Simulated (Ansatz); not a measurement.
SnC:
```yaml
crystal:
  lattice:
    - [3.05650, 0.00000, 0.00000]
    - [0.00000, 3.05650, 0.00000]
    - [0.00000, 0.00000, 3.05650]
  atoms:
    - { symbol: Sn, position: [0.00000, 0.00000, 0.00000] }
    - { symbol: C, position: [0.50000, 0.50000, 0.50000] }
```

Relaxed with PBEsol. Special points in fractions of this cell's reciprocal vectors: Γ (0.000, 0.000, 0.000); X (0.000, 0.500, 0.000); M (0.500, 0.500, 0.000); R (0.500, 0.500, 0.500).

Task: List the band energies nearest the Fermi level at these points for plane-wave PAW PBEsol (Ansatz code).

Result: In eV from the Fermi level; about four levels below and three above (degenerate sets whole), none deeper than 8.9 eV; … stands for higher levels left out; points with the same levels are listed once.

```csv
k,below,above
Γ,-1.97 -0.97 -0.97 -0.97,7.07 7.07 …
X,–,0.81 0.81 2.33
M,-8.75 -5.79 -5.79 -5.14,1.14 6.30 6.30
R,-2.27 -2.27 -2.27 -1.12,…
```

Space group Pm-3m (CsCl type). The cell is a constructed one: a structure type filled with these elements; neither database checked (COD, Materials Project) lists it. Its standing as an ambient phase is unchecked. The cell was relaxed with PBEsol under the symmetry of its start. At this level the phase is dynamically unstable (imaginary phonons). Scalar-relativistic: spin–orbit coupling is off unless named, which matters more the heavier the elements.

Potentials: the earlier of the program's two PAW sets. The files were generated under PBE; for other functionals the program regenerates the frozen cores, and for LDA and PBEsol the local potential too.
